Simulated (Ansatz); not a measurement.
Method: DFT PBE, scalar-relativistic, plane waves, PAW, and for the lanthanide a 4f-in-core norm-conserving potential (Ansatz 0.2.0). Cutoff 690 eV, Γ-centred meshes of about 0.25 Å⁻¹ or finer for metals and 0.3 Å⁻¹ for insulators (2π included), Gaussian smearing. No spin polarisation.

These are static total energies at zero pressure.

Compare these two cells of Tb2GeO, each relaxed at this level.

A.

```
Tb Ge O
1.0
     1.78151    1.02855    6.95133
    -1.78151    1.02855    6.95133
     0.00000   -2.05711    6.95133
Tb Ge O
2 1 1
Direct
  0.73189 0.73189 0.73189
  0.26811 0.26811 0.26811
  0.50000 0.50000 0.50000
  0.00000 0.00000 0.00000
```

B.

```
Tb Ge O
1.0
    -3.71172    3.71172    2.99320
     3.71172   -3.71172    2.99320
     3.71172    3.71172   -2.99320
Tb Ge O
4 2 2
Direct
  0.15644 0.65644 0.81288
  0.84356 0.34356 0.18712
  0.65644 0.84356 0.50000
  0.34356 0.15644 0.50000
  0.25000 0.25000 0.00000
  0.75000 0.75000 0.00000
  0.25000 0.75000 0.50000
  0.75000 0.25000 0.50000
```

Problem. Which would you expect to be lower, and how large is the difference?

Solution. B is lower, by 172 meV/atom. A has space group R-3m (No. 166), 19.1 Å³/atom and no gap on its mesh; B has space group I4/mcm (No. 140), 20.6 Å³/atom and no gap. Counting Ge or Tb atoms around O (for each partner element, those within 1.25 times its shortest distance or 1.15 times the sum of covalent radii, where it is the nearest in units of that sum or under 1.3), A has O 6 and B has O 4. The lower one is the more open, so pressure narrows the difference. Both come from trial cells of a structure search.

With atoms moved at random, B came back. A had no clear such test and can be a saddle point.

The lanthanide is trivalent by construction, without f bands, f moments or other valences.
